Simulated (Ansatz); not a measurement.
TaAg:
Space group Pmma (No. 51); a = 4.775 Å, b = 2.791 Å, c = 5.305 Å, α = 90.00°, β = 90.00°, γ = 90.00°

```csv
atom,site,symmetry,x,y,z
Ag,2e,mm2,0.7500,0.0000,0.1468
Ta,2f,mm2,0.2500,0.5000,0.3509
```

Relaxed at zero pressure with the program Ansatz at the PBE level (PAW).

### Question
The volume is lowered by 6 % and shape and atoms relax at that volume. What pressure results, and how do the axes share the change?

### Answer
11.0 GPa; a -2.0 %, b -1.9 %, c -2.3 %; the energy rises by 34 meV/atom.

### Question
Give the new structure.

### Answer

Space group Pmma (No. 51); a = 4.681 Å, b = 2.738 Å, c = 5.184 Å, α = β = γ = 90.00°

| atom | site | symmetry | x | y | z |
|---|---|---|---|---|---|
| Ag | 2e | mm2 | 0.7500 | 0.0000 | 0.1473 |
| Ta | 2f | mm2 | 0.2500 | 0.5000 | 0.3484 |

The phase is kept; no other phase was compared at this pressure.

The start of the workflow was typed in or built on a structure type; neither database checked (COD, Materials Project) lists it. Whether it is the stable phase at ambient conditions was not checked. The cell was relaxed with PBE under the symmetry of its start; whether a distortion lowers the energy is not shown. No spin polarisation was allowed. Its formation energy is positive at this level, so the cell may be metastable or incomplete. Axis ratios of metals converge slowly with the k-mesh, so a and c are less sure than the volume. Scalar-relativistic: spin–orbit coupling is off unless named, which matters more the heavier the elements.

Potentials: the later of the program's two PAW sets.
